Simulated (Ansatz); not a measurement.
Given:

ZrMo:
```yaml
crystal:
  lattice:
    - [1.61618, -6.00421, 0.00000]
    - [1.61618, 6.00421, 0.00000]
    - [0.00000, 0.00000, 4.06986]
  atoms:
    - { symbol: Zr, position: [0.66881, 0.33119, 0.25000] }
    - { symbol: Mo, position: [0.94043, 0.05957, 0.25000] }
    - { symbol: Zr, position: [0.33119, 0.66881, 0.75000] }
    - { symbol: Mo, position: [0.05957, 0.94043, 0.75000] }
```

This is the PBE-relaxed structure.

**Question.** All from PBE (plane waves, PAW; program Ansatz), unless another level is named. Give the formation energy from the elements (no fitted shifts).

**Answer.** 0.22 eV/atom.

**Question.** And the density of states at the Fermi level?

**Answer.** 1.0 states/eV per atom (mean over ±0.08 eV).

Space group Cmcm. The start of the workflow was typed in or built on a structure type; neither database checked (COD, Materials Project) lists it. Its standing as an ambient phase is unchecked. The cell was relaxed with PBE under the symmetry of its start; its stability against distortions is not shown here. The run is not spin-polarised. Its formation energy is positive at this level, so the cell may be metastable or incomplete. The references are the lowest solids computed at this level, not always the standard phases. Spin–orbit coupling is left out wherever it is not named.

Potentials: the earlier of the program's two PAW sets.
